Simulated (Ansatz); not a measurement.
## Ba2CaNi6Ir in Ansatz, settings compared

input.yaml:

```yaml
crystal:
  lattice:
    - [0.0, 4.363099, 4.363099]
    - [4.363099, 0.0, 4.363099]
    - [4.363099, 4.363099, 0.0]
  atoms:
    - { symbol: Ir, position: [0.5, 0.5, 0.5] }
    - { symbol: Ni, position: [0.7326, 0.2674, 0.2674] }
    - { symbol: Ni, position: [0.2674, 0.7326, 0.2674] }
    - { symbol: Ni, position: [0.2674, 0.7326, 0.7326] }
    - { symbol: Ni, position: [0.7326, 0.2674, 0.7326] }
    - { symbol: Ni, position: [0.2674, 0.2674, 0.7326] }
    - { symbol: Ni, position: [0.7326, 0.7326, 0.2674] }
    - { symbol: Ba, position: [0.25, 0.25, 0.25] }
    - { symbol: Ba, position: [0.75, 0.75, 0.75] }
    - { symbol: Ca, position: [0.0, 0.0, 0.0] }
  symmetry: { tolerance: 0.0003 }
kpoints:
  mp_grid: { grid: [4, 4, 4], shift: [0, 0, 0] }
magnetization:
  spin_polarized: false
scf:
  occupations: { method: fermi_dirac }
hamiltonian:
  pseudopotentials: { kind: paw }
  xc: pbe
basis:
  ecutwfc: 420
output:
  forces: true
  stress: true
  eigenvalues: true
```

The command:

```bash
ansatz run input.yaml --threads 1 --pin off --max-ram 2560MiB --backend cpu --events-out ev --progress --plain --runs-dir out
```

Origin of the cell: a known structure type with other elements, at an estimated volume, so it need not be a known compound.

The smearing width isn't typed, so it takes its default of 0.1 eV.

Output of this run (shortened):

```
SCF iter   1: F=—  HF=-60676.142381 eV  Δρ=1.48e-2  dr2=9.11e-1  defer=4
SCF iter   2: F=—  HF=-60676.037705 eV  Δρ=8.25e-3  dr2=3.28e-1  defer=13
SCF iter   3: F=—  HF=-60675.978625 eV  Δρ=1.30e-3  dr2=8.19e-3  defer=13
SCF iter   4: F=—  HF=-60675.976823 eV  Δρ=4.97e-4  dr2=7.45e-4  defer=13
SCF iter   5: F=—  HF=-60675.976623 eV  Δρ=1.59e-4  dr2=5.38e-5  defer=13
SCF iter   6: F=—  HF=-60675.976778 eV  Δρ=5.41e-5  dr2=1.06e-5  defer=13
SCF iter   7: F=—  HF=-60675.976776 eV  Δρ=1.68e-5  dr2=2.55e-7  defer=13
SCF iter   8: F=-60675.976776 eV  HF=-60675.976776 eV  Δρ=4.55e-6  dr2=3.15e-8
SCF 1 converged in 8 iterations: F = -60675.976776 eV  dr2 = 3.15e-8
SCF converged after 8 iterations
Free energy (F): -60675.976776 eV
Harris-Foulkes:  -60675.976776 eV  (|F-HF|=1.28e-8)
Internal energy: -60675.529439 eV  (E = F + TS)
E sigma→0 (E₀):  -60675.753107 eV
Entropy (-TS):   -0.447337 eV (-44.734 meV/atom)
Fermi energy:    15.246957 eV
--- Per-component energies (eV) ---
  E_band       = -2304.473121
  E_kinetic    = 3002.299367
  E_local      = -31453.898819  (includes V_loc(G=0)·N_el)
  E_nonlocal   = 4124.308615
  E_hartree    = 13519.642491
  E_xc         = -1261.721233
  E_vxc        = -1414.400980  (∫ρ·V_xc dr)
  E_paw        = -30358.389260  (= ΣΔE_a)
  E_vpaw       = -3602.064864  (= ΣTr[D̂ρ^β])
  E_aug_tail   = 0.003023  (compensation charges beyond the density's cutoff)
  E_ewald      = -18247.773622
  E_smearing   = -0.447337  (= −TS)
  Σ components = -60675.976776   (vs F -60675.976776, Δ=0.00e0)
--- Forces (eV/Å), atoms counted from 1 ---
  atom   1  Ir     0.000000    -0.000000     0.000000
  atom   2  Ni    -5.884436    -0.000000     0.000000
  atom   3  Ni     0.000000    -5.884436    -0.000000
[… 2 lines left out …]
  atom   6  Ni     0.000000     0.000000    -5.884436
  atom   7  Ni     0.000000    -0.000000     5.884436
  atom   8  Ba     0.000000    -0.000000    -0.000000
  atom   9  Ba     0.000000    -0.000000     0.000000
  atom  10  Ca    -0.000000    -0.000000     0.000000
  max |Σ_I F_I| component: 8.87e-16 eV/Å
--- Stress (GPa, compression-positive) ---
       44.402553       0.000000       0.000000
        0.000000      44.402553      -0.000000
        0.000000      -0.000000      44.402553
  P = ⅓ Tr σ = 44.4026 GPa (444.026 kbar)
```

The same input was run again with these changes:

1. `basis.ecutrho_ratio` default → 8; `hamiltonian.hubbard` default → { sites: [{ species: Ir, l: d, u_eff: 8.0 }], double_counting: amf }
2. `total_charge` default → -1; `scf.occupations.method` fermi_dirac → methfessel_paxton; `scf.occupations.width` default → 0.2
3. `scf.mixing.preconditioner` default → kerker
4. `kpoints.mp_grid.grid` [4, 4, 4] → [1, 1, 1]; `basis.ecutrho_ratio` default → 9; `scf.lower_state_search` default → standard

| run | end | SCF iterations | P (GPa) | max force component (eV/Å) | gap on mesh (eV) | moment (μB) | ΔE(σ→0) (meV/atom) |
| --- | --- | --- | --- | --- | --- | --- | --- |
| base | converged | 8 | 44.40 | 5.884 | none | – | 0 |
| 1 | converged | 14 | 44.37 | 5.813 | none | – | – |
| 2 | converged | 9 | – | 6.064 | – | – | – |
| 3 | converged | 10 | 44.40 | 5.884 | none | – | 0.00 |
| 4 | converged | 9 | 41.50 | 6.172 | – | – | 79.11 |

Energies are compared only where functional, datasets, charge and starting cell are the same.

Not properties of the system: run 2 (too coarse or loose: `scf.occupations.width` = 0.2), run 4 (too coarse or loose: `kpoints.mp_grid.grid` = [1, 1, 1]).

Caveats of the base run: no spin polarisation, so a magnetic state may lie lower; no spin-orbit coupling, though heavy elements are present; the given cell is far from equilibrium, with atoms too close or a volume far off; the k mesh is coarse if the cell is a metal.

Run 2: charged cell with a uniform background, whose pressure depends on convention; wide smearing.

The base run took 11 s of wall time on 1 CPU thread(s) of a shared host, from the program's own first density.
